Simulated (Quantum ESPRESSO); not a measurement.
# An isovalent swap in MgS: field gradients

Host, cell and atoms relaxed with PBE and no dispersion term (field gradients by PBE PAW (JTH datasets; density from pw.x of a modified build of Quantum ESPRESSO, gradients reconstructed from it by a script), 20 Ha, k-mesh 5×5×5 through Γ):

```csv
site,site symmetry,Vzz (a.u.),η_Q,∣C_Q∣ (MHz)
"Mg (atoms 1, 3, 5, 7)",m-3m,0,–,0 (²⁵Mg)
"S (atoms 2, 4, 6, 8)",m-3m,0,–,0 (³³S)
```

Its cell: a = b = c = 5.2354 Å, α = β = γ = 90.00°.

Changed cell (atom 1 is the new one; 20 Ha, k-mesh 5×5×5 through Γ):

```yaml
crystal:
  lattice:
    - [5.20423, 0.00000, 0.00000]
    - [0.00000, 5.20423, 0.00000]
    - [0.00000, 0.00000, 5.20423]
  atoms:
    - { symbol: Zn, position: [0.00000, 0.00000, 0.00000] }
    - { symbol: S, position: [0.50000, 0.00000, 0.00000] }
    - { symbol: Mg, position: [0.00000, 0.50000, 0.50000] }
    - { symbol: S, position: [0.50000, 0.50000, 0.50000] }
    - { symbol: Mg, position: [0.50000, 0.00000, 0.50000] }
    - { symbol: S, position: [0.00000, 0.00000, 0.50000] }
    - { symbol: Mg, position: [0.50000, 0.50000, 0.00000] }
    - { symbol: S, position: [0.00000, 0.50000, 0.00000] }
```
The cell was made here from a computed Materials Project entry: one of 4 Mg replaced by Zn, cell and atoms relaxed (PBE without dispersion, pw.x of Quantum ESPRESSO, symmetry kept). The parent is MgS in Fm-3m; whether this form has been observed was not checked. The swapped cell is a model, not a known phase. Stability against distortions was not tested.

Quadrupole moments taken as inputs (sizes, barn, from the tables of PySCF and pymatgen): ²⁵Mg 0.199, ³³S 0.0678, ⁶⁷Zn 0.15.

Convention: |Vzz| is the largest principal value, η_Q = (Vxx − Vyy)/Vzz, |C_Q| = |eQVzz/h|. Cores are frozen. Against all-electron runs on small test molecules, this scheme's |Vzz| missed by −3 % on S. The structure is static (0 K, no zero-point motion).

Question: What do the sites of the changed cell show?

Answer: 
```csv
site,distance to atom 1 (Å),Vzz (a.u.),η_Q,∣C_Q∣ (MHz)
Zn (atom 1),–,0,–,0
"S1 (atoms 2, 6, 8)",2.60,0.544,0.00,8.66
"Mg (atoms 3, 5, 7)",3.68,under 0.02,–,under 0.94
S2 (atom 4),4.51,0,–,0
```
The swap repeats in every cell, so this is an ordered compound and not a dilute impurity.
